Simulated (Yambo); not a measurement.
Yambo run on RbO (space group Immm, No. 71). The wavefunctions are PBEsol (Quantum ESPRESSO, PseudoDojo norm-conserving, 84 Ry, no spin-orbit coupling) ones on a 4×4×4 mesh (15 occupied bands); a = 5.0394 Å, b = 5.0394 Å, c = 5.0394 Å, α = 131.28°, β = 107.93°, γ = 91.86°.

Yambo input:

```
rim_cut
gw0
dyson
el_el_corr
HF_and_locXC
ppa
em1d
RandQpts= 1000000
RandGvec= 1 Ry
EXXRLvcs= 84 Ry
VXCRLvcs= 336 Ry
Chimod= "HARTREE"
% BndsRnXp
 1 | 31 |
%
NGsBlkXp= 3 Ry
% LongDrXp
 1.0 | 1.0 | 1.0 |
%
PPAPntXp= 27.2114 eV
% GbndRnge
 1 | 31 |
%
GTermKind= "BG"
DysSolver= "n"
ExtendOut
% QPkrange
 1 | 1 | 15 | 16 |
%
```

k points by index: 1 = Γ.

Table of the .qp output:

```
#    K-point    Band    Eo [eV]    E [eV]    E-Eo [eV]    Vxc [eV]    Vnlxc [eV]    Sc|Eo [eV]    Sc|E [eV]    dSc/dw|Eo [eV]    Re(Z)    Im(Z)
#
    1    15    0.000000    -1.296974    -1.296974    -19.39521    -25.19146    4.170240    4.499270    -6.902168    0.797667    -0.001640
    1    16    1.957897    3.039982    1.082086    -7.746806    -3.874879    -2.638446    -2.789841    -3.806776    0.877272    -0.001003
```
(The two width columns are left out.) Convergence of these settings isn't established.

Geometry relaxed with PBEsol.
